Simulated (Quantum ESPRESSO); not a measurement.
Zr3RhMo2AlNb, one composition in several site orders

Simulated, not a measurement. The program is pw.x of Quantum ESPRESSO 7.5 (plane-wave density functional theory). The cell is made up: eight metal atoms on a face-centred cubic lattice, with elements, volume, strain and displacements drawn at random and not relaxed, so it may be unstable or far from any real phase. PseudoDojo standard norm-conserving files set the functional (PBE unless stated); there is no spin polarisation or spin-orbit coupling, the Fermi-Dirac width of 0.25 eV means electrons at about 2900 K, and the masses in the input are unused placeholders. A spin test at this wide smearing found no moment, but such smearing suppresses magnetism that the real alloy may have.

The runs put one composition on the sites in different orders. Cell, positions, cutoff, mesh and smearing stay as in the input of run 1; sites are counted in its order. Stress in the tables is positive in tension.

Input of run 1:

```
&control calculation='scf', pseudo_dir='./dojo.nc.sr.pbe.v0_5.standard.upf', outdir='./o', disk_io='minimal', tprnfor=.true., tstress=.true. /
&system ibrav=0, nat=8, ntyp=5, nbnd=66, ecutwfc=87.97787729, nosym=.true., tot_charge=0,
 occupations='smearing', smearing='fd', degauss=0.0183746611
/
&electrons conv_thr=1.470e-08, electron_maxstep=70, mixing_beta=0.5 /
ATOMIC_SPECIES
Al 1.0 Al.upf
Mo 1.0 Mo.upf
Nb 1.0 Nb.upf
Rh 1.0 Rh.upf
Zr 1.0 Zr.upf
CELL_PARAMETERS angstrom
-2.1287 -4.0837 -2.1119
-4.1333 2.0048 2.0619
-0.0014 4.0619 -4.1789
ATOMIC_POSITIONS angstrom
Zr -0.018 -0.0491 -0.0043
Zr 0.1104 1.9974 -2.0856
Rh -2.0369 1.9821 -0.0727
Zr -1.945 4.076 -2.1267
Mo -2.1823 0.0789 -2.1425
Al -2.0202 2.0826 -4.1934
Mo -4.2096 -0.0719 0.0619
Nb -4.1218 2.0161 -2.0438
K_POINTS automatic
5 5 4 1 1 1
```

| run | elements on sites 1 to 8 | free energy less that of run 1 (eV) | -TS (eV) | pressure (GPa) | stress xx (GPa) | stress yy (GPa) | stress zz (GPa) | stress yz (GPa) | stress xz (GPa) | stress xy (GPa) | iterations |
| --- | --- | --- | --- | --- | --- | --- | --- | --- | --- | --- | --- |
| 1 | Zr Zr Rh Zr Mo Al Mo Nb | 0.000 | -1.771 | 6.16 | -6.40 | -6.53 | -5.56 | -2.80 | 1.88 | -1.43 | 18 |
| 2 | Nb Mo Al Zr Rh Mo Zr Zr | 0.056 | -1.855 | 6.69 | -4.21 | -6.77 | -9.10 | 1.83 | -1.10 | -0.21 | 18 |
| 3 | Mo Zr Zr Rh Mo Al Zr Nb | 0.140 | -1.860 | 6.32 | -6.15 | -5.82 | -7.00 | -0.21 | -0.10 | 1.28 | 19 |
| 4 | Zr Al Mo Rh Mo Nb Zr Zr | 0.171 | -1.855 | 6.23 | -5.89 | -6.20 | -6.60 | 1.62 | -0.58 | -0.92 | 18 |
| 5 | Zr Nb Rh Mo Zr Mo Zr Al | -0.109 | -1.848 | 6.11 | -5.82 | -6.15 | -6.35 | 1.73 | 0.24 | 1.03 | 18 |
| 6 | Nb Al Mo Mo Zr Rh Zr Zr | -0.103 | -1.800 | 5.93 | -6.61 | -5.30 | -5.88 | -1.59 | 0.47 | -0.86 | 17 |

Forces Fx Fy Fz (eV/Å):

| site | run 1 | run 2 | run 3 | run 4 | run 5 | run 6 |
| --- | --- | --- | --- | --- | --- | --- |
| 1 | 0.20 1.17 -1.02 | -0.33 0.25 -0.60 | -0.11 -0.03 0.64 | 0.37 0.12 0.00 | 0.45 0.83 0.93 | -0.13 0.06 0.32 |
| 2 | 0.02 -0.88 0.92 | -0.68 -0.29 0.40 | -1.20 0.79 -0.92 | -0.79 0.12 0.22 | 0.41 -0.14 -0.73 | -0.40 0.28 -0.13 |
| 3 | 0.30 0.32 0.44 | 0.84 0.47 0.28 | 1.50 -0.26 0.94 | 0.62 0.51 -0.33 | -0.21 0.22 -0.03 | 0.43 0.83 0.95 |
| 4 | -0.28 0.45 -0.06 | 0.72 0.14 0.90 | 0.10 0.35 -0.07 | 0.10 0.05 0.55 | -0.51 -0.22 0.31 | -0.21 -0.09 0.01 |
| 5 | -0.18 -0.87 0.81 | 0.30 -0.22 0.48 | 0.19 -0.78 0.09 | 0.24 -0.62 -0.29 | -0.21 -0.46 -0.24 | 0.71 -0.47 -0.36 |
| 6 | -0.83 -0.39 -0.61 | -0.35 -0.20 -0.52 | -0.66 -0.28 0.42 | -1.46 -0.19 0.82 | -0.97 -0.83 0.44 | -0.23 -0.11 0.14 |
| 7 | 1.00 -0.22 -0.58 | 0.06 0.08 -1.76 | 0.37 0.48 0.51 | 0.54 0.34 -1.40 | 1.29 0.02 -0.63 | 0.53 -1.07 -0.34 |
| 8 | -0.23 0.42 0.09 | -0.56 -0.24 0.83 | -0.20 -0.26 -1.61 | 0.38 -0.32 0.43 | -0.24 0.57 -0.05 | -0.69 0.57 -0.60 |

The sites are displaced and not relaxed, so the energy differences mix bonding between neighbours with strain and are not ordering energies. A rerun of one cell of this series at a higher cutoff and on a denser mesh moved values by no more than 0.002 eV in energy, 0.04 GPa in stress and 0.010 eV/Å in force, and a second program with other atomic files agreed on that cell to 2 % rms in force and 0.5 GPa in pressure.